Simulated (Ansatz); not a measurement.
## Zone-centre phonons of ScPt: input and output

Computed with DFT LDA, scalar-relativistic, plane waves, PAW in Ansatz.

Launched with:
```bash
ansatz run input.yaml --threads 1 --pin off --max-ram 3072MiB --backend cpu --events-out ev --progress --plain --runs-dir out
```

Input (bare energies are in eV):
```yaml
crystal:
  lattice:
    - [3.2296165305, 0.0, 0.0]
    - [0.0, 3.2296165305, 0.0]
    - [0.0, 0.0, 3.2296165305]
  atoms:
    - { symbol: Sc, position: [0.5, 0.5, 0.5] }
    - { symbol: Pt, position: [0.0, 0.0, 0.0] }
basis:
  ecutwfc: 420
kpoints:
  mp_grid: { grid: [14, 14, 14] }
hamiltonian:
  xc: lda
scf:
  occupations: { method: fermi_dirac, width: 0.15 }
output:
  eigenvalues: true
phonons:
  method: dfpt
  eigenvectors: true
```

The end of the output:
```
--- Phonons (Γ-DFPT): 2 representative perturbations + reference, on 288 of 2744 k-points (Σ response iterations 6) ---
  k mesh reduced under 8 symmetry operations, with k and −k counted as one. Each operation leaves every solved perturbation unchanged. A smaller set is not used because it would not reduce the number of displacements ...
  ASR residual: 9.278e-4 → 0.000e0 eV/Å²; symmetrization residual: 2.901e-6 eV/Å²
  ASR residual per site (eV/Å²): 9.28e-4 2.69e-4
  Γ frequencies (cm⁻¹): 0.00 0.00 0.00 173.92 173.92 173.92
  non-analytic LO–TO correction: not included (Born effective charges unavailable; polar crystals: no LO–TO splitting at Γ)
```

Time: 54 s on 1 thread of Arm Neoverse V1, with other jobs on the host, peak memory 0.8 GiB.

In a metal, frequencies and elastic constants depend on the k mesh and the smearing, soft modes and shear constants most. Spin–orbit coupling is left out, which can shift energies with elements as heavy as these.